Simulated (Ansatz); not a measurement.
Si (diamond)

Level of theory: DFT, PBE with spin–orbit coupling, two-component spinors; plane waves to 420 eV with PAW datasets (Ansatz 0.2.0), 14×14×14 k-mesh, Gaussian smearing of 0.05 eV; PAW files: Ansatz's generated set soft_2.

```cif
data_structure
_symmetry_space_group_name_H-M 'Fd-3m:1'
_symmetry_Int_Tables_number 227
_cell_length_a 5.4702
_cell_length_b 5.4702
_cell_length_c 5.4702
_cell_angle_alpha 90.000
_cell_angle_beta 90.000
_cell_angle_gamma 90.000
_cell_volume 163.69
loop_
_atom_site_label
_atom_site_type_symbol
_atom_site_symmetry_multiplicity
_atom_site_Wyckoff_symbol
_atom_site_fract_x
_atom_site_fract_y
_atom_site_fract_z
_atom_site_occupancy
Si1 Si 8 a 0.50000 0.00000 0.50000 1
```

Cell and atoms are those of this level's equilibrium.

The run used a cell of 2 atoms; the mesh refers to it.

- Volume: 20.46 Å³/atom
- Band gap: 0.60 eV
- Smallest direct gap: 2.51 eV

(1) Estimate the site spin moments at this level of theory (PBE+SOC).

Answer:

(1) none.

Within 0.6 eV of the edges the projected states are 99 % Si 3p at the top of the valence band and 66 % Si 3p at the bottom of the conduction band. 

**What was measured.** A measured cell of cubic Si (space group Fd-3m), temperature not stated, from the Crystallography Open Database (2009, doi:10.1021/ja903823w), has a = 5.431 Å and 20.02 Å³/atom.

“Enhanced near-infrared absorber: two-step fabricated structured black silicon and its device application”, 2018, pmc:6179974 reports, for a bulk crystal of Si at 300 K: band gap 1.12 eV (indirect).

**Comparison.** The computed cell (5.470 Å, 20.46 Å³/atom) differs from the database's by +2.2 % in volume, about +0.7 % in length. PBE usually overestimates volumes by a few per cent. Measured gap of Si: 1.12 eV (indirect; 300 K; “Enhanced near-infrared absorber: two-step fabricated structured black silicon and its device application”, 2018, pmc:6179974). This calculation gives 0.60 eV (-0.52 eV). Kohn–Sham gaps of semilocal functionals mostly fall below measured ones. Temperature and excitons aren't in the calculation.

Semilocal functionals underestimate band gaps, commonly by a third or more.
